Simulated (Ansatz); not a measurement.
Ca2BBrN2: what a change of scf.occupations, scf.max_iter does

Computed with the plane-wave PAW code Ansatz (scalar-relativistic, PAW set soft_2): PBEsol, no spin polarisation, 420 eV cutoff, k-mesh 6×6×6. These are the settings of the reference run.

Cell:

```yaml
crystal:
  lattice:
    - [1.91142, 1.10356, 8.57067]
    - [-1.91142, 1.10356, 8.57067]
    - [0.00000, -2.20712, 8.57067]
  atoms:
    - { symbol: B, position: [0.50000, 0.50000, 0.50000] }
    - { symbol: Br, position: [0.00000, 0.00000, 0.00000] }
    - { symbol: Ca, position: [0.24923, 0.24923, 0.24923] }
    - { symbol: Ca, position: [0.75077, 0.75077, 0.75077] }
    - { symbol: N, position: [0.44767, 0.44767, 0.44767] }
    - { symbol: N, position: [0.55233, 0.55233, 0.55233] }
```

The reference run of this cell is solved again as a single point with these keys changed:

| key | reference run | changed run |
| --- | --- | --- |
| scf.occupations | {method: gaussian, width: 0.02} | not typed |
| scf.max_iter | not typed | 100 |

Problem. How far do the results move?

Solution. It is refused before the calculation starts. Message: Error: YAML parse error: `scf.occupations.method` is required: fixed only where the cell keeps a band gap throughout the run, explicit beside scf.occupations.values (under evaluate: without them), else a smearing such as fermi_dirac (scf.occupations.width is optional; its entry in the input reference gives the default)
